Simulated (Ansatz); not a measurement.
## What DFT gives for MgZn₂

```
Mg Zn
1.0
     2.59254    4.49040    0.00000
    -2.59254    4.49040    0.00000
     0.00000    0.00000    8.53775
Mg Zn
4 8
Direct
  0.33333 0.33333 0.06681
  0.66667 0.66667 0.56681
  0.33333 0.33333 0.43319
  0.66667 0.66667 0.93319
  0.00000 0.00000 0.00000
  0.00000 0.00000 0.50000
  0.33977 0.83012 0.25000
  0.16988 0.16988 0.75000
  0.83012 0.33977 0.25000
  0.66023 0.16988 0.75000
  0.83012 0.83012 0.25000
  0.16988 0.66023 0.75000
```

Single point in Ansatz 0.2.0 with r2SCAN, no spin polarisation. Cutoff 500 eV, PAW datasets, 8×8×4 Γ-centred k mesh, fermi-dirac filling (width 0.1 eV).

What does the stress say?

The pressure is -2.3 GPa (compression positive), so with the atoms held at these fractions the cell would first shrink. The principal stresses -3.3, -1.8, -1.8 GPa differ, so its shape would change too.

Is there a gap?

It is a metal, with about 2.4 states/eV a cell as the mean within 0.25 eV of the Fermi level.

Describe some of the short contacts.

Zn–Zn at 2.54 Å: least valence density 0.29 e/Å³ and ELF 0.34 there. Mg–Zn at 3.03 Å: least valence density 0.11 e/Å³ and ELF 0.14 there. Mg–Mg at 3.13 Å: least valence density 0.09 e/Å³ and ELF 0.30 there. Both are smooth PAW fields, read partly inside the augmentation spheres.

Is it stable against the elements?

-0.15 eV an atom against the elements' usual phases (free molecules for gases, crystals otherwise, with no correction for O₂ or N₂), so it is bound against them; other compounds may still compete. Relaxing would lower it.

Where is the largest force?

The largest is on Mg3 (and as large on other atoms): 0.12 eV/Å, components (0.00, 0.00, 0.12). It makes 121° with the line to a nearest neighbour, Zn7 at 3.03 Å.

How is the charge shared?

Bader charges in e: Mg +1.55, Zn -0.86 to -0.75. In the mean Mg gives up most and Zn takes most.

Origin: a database entry at a rescaled volume.
